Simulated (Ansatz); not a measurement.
Relax this structure to zero stress and force, keeping its symmetry:

Space group P6/mmm (No. 191). a = 3.170 Å, b = 3.170 Å, c = 3.533 Å, α = 90.00°, β = 90.00°, γ = 120.00°
| atom | site | symmetry | x | y | z |
| --- | --- | --- | --- | --- | --- |
| Zr | 1a | 6/mmm | 0.0000 | 0.0000 | 0.0000 |
| B | 2d | -6m2 | 0.3333 | 0.6667 | 0.5000 |

Level of theory: Ansatz, DFT PBEsol, scalar-relativistic, plane waves, PAW.

Settings: cutoff 420 eV, Γ-centred mesh 18×18×12 on the computed 3-atom cell, Gaussian smearing of 0.10 eV; no spin polarisation.

**Question.** What does it relax to?

**Answer.** The volume decreases by 0.17 Å³/atom to 10.08 Å³/atom, and the energy falls by 2.3 meV/atom. Final structure:
Space group P6/mmm (No. 191). a = 3.155 Å, b = 3.155 Å, c = 3.507 Å, α = 90.00°, β = 90.00°, γ = 120.00°
```tsv
atom	site	symmetry	x	y	z
Zr	1a	6/mmm	0.0000	0.0000	0.0000
B	2d	-6m2	0.3333	0.6667	0.5000
```